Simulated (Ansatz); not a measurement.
Values for one crystal, relaxed and computed with LDA in the plane-wave PAW code Ansatz; other levels are named.

```yaml
volume_per_atom: 14.85 Å³
electronic_character: metallic (no gap)
Bulk modulus (Birch–Murnaghan fit): 298 GPa
Pressure derivative B′: 5.4
highest_zone_centre_frequency: 186 cm^-1
Density of states at the Fermi level: 1.7 states/eV per atom (mean over ±0.08 eV)
zone_centre_stability: no imaginary mode at Γ
```

Which compound is it?
A) Ca, bcc (W type)
B) Ba, fcc (Cu type)
C) Pt, hcp (Mg type)
D) Sr, bcc (W type)

C, Pt, hcp (Mg type)

Space group P6_3/mmc (hcp (Mg type)). The workflow started from a Materials Project entry (that database holds measured and hypothetical structures alike); the Crystallography Open Database copy checked does not list it. It is not the phase usual at ambient conditions (space group No. 225). The LDA relaxation kept the symmetry of its start. The run is not spin-polarised. As this level gives no gap, phonon frequencies hold no LO–TO term and depend on the k-mesh and smearing (Fermi–Dirac, 0.1 eV here). On the denser mesh and wider smearing of the elastic run this cell carries a stress of 0.8 GPa. Spin–orbit coupling is left out wherever it is not named.

Potentials: the later of the program's two PAW sets.
